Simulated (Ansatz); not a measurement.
**EuNi3 in the AuCu3-type structure**

Computed with Ansatz (plane waves, PAW, 420 eV cutoff): PBEsol, scalar-relativistic, collinear spin, Γ-centred 8×8×8 mesh, 0.05 eV Gaussian smearing. The datasets are Ansatz's generated set soft_2.

```
Eu Ni
1.0
     3.81961    0.00000    0.00000
     0.00000    3.81961    0.00000
     0.00000    0.00000    3.81961
Eu Ni
1 3
Direct
  0.00000 0.00000 0.00000
  0.00000 0.50000 0.50000
  0.50000 0.50000 0.00000
  0.50000 0.00000 0.50000
```

The cell came from substitution into a structure type; whether the compound takes it is for experiment to say.

Magnetic state: ferromagnetic, site spin moments Eu 6.29; Ni -0.24 μB.

Task: Which orbitals carry the states at the Fermi level, and how many states are there?

Result: Within 0.1 eV of it: Ni 3d 51 %, Eu 4f 44 % (shares among the projected shells). The Fermi level sits on a steep edge: the density of states is 14.4, 10.3 and 6.5 states/eV per cell at −0.1, 0 and +0.1 eV.

Density of states (tetrahedra, averaged over 0.5 eV; states/eV per cell of 4 atoms; energy in eV from the Fermi level; projections on Löwdin-orthogonalised atomic orbitals, summed over sites):

```csv
E,total,Ni 3d down,Ni 3d up,Eu 4f up,Eu 4f down,Eu 5d up
-7.10,0.0,0.0,0.0,0.0,0.0,0.0
-6.60,0.1,0.0,0.0,0.0,0.0,0.0
-6.10,0.2,0.0,0.0,0.0,0.0,0.0
-5.60,0.3,0.0,0.0,0.0,0.0,0.0
-5.10,0.5,0.0,0.0,0.0,0.0,0.0
-4.60,0.7,0.0,0.0,0.0,0.0,0.1
-4.10,2.0,0.2,0.2,0.0,0.0,0.4
-3.60,2.0,0.4,0.5,0.0,0.0,0.3
-3.10,4.5,1.5,1.1,0.0,0.0,0.6
-2.60,7.1,3.4,2.5,0.1,0.0,0.3
-2.10,10.1,4.2,4.2,0.4,0.1,0.4
-1.60,9.0,4.6,3.2,0.3,0.0,0.2
-1.10,19.1,8.5,7.7,1.7,0.1,0.3
-0.60,9.0,3.6,2.6,2.1,0.0,0.1
-0.10,15.8,1.0,5.1,9.0,0.0,0.2
0.40,0.9,0.1,0.2,0.2,0.0,0.1
0.90,0.4,0.0,0.0,0.0,0.0,0.0
1.40,0.4,0.1,0.1,0.0,0.0,0.1
1.90,4.7,0.7,1.0,0.0,0.1,0.9
2.40,3.7,0.3,0.6,0.0,0.1,1.2
2.90,3.7,0.3,0.3,0.0,0.3,0.9
3.40,2.3,0.2,0.1,0.0,0.6,0.4
3.90,9.2,0.2,0.1,0.0,8.2,0.2
4.40,4.8,0.1,0.1,0.0,3.8,0.2
4.90,1.0,0.0,0.0,0.0,0.3,0.2
5.40,0.7,0.0,0.0,0.0,0.1,0.1
5.90,1.3,0.0,0.1,0.0,0.0,0.5
```

Without a U the 4f levels of Eu lie too near the Fermi level, so their share of the states there, and what hangs on it, is overstated. Scalar-relativistic only: spin–orbit splittings of the heavy atoms' levels are missing. The run wasn't fully tested for a lower electronic state. Site moments are of spin, integrated over atomic spheres.
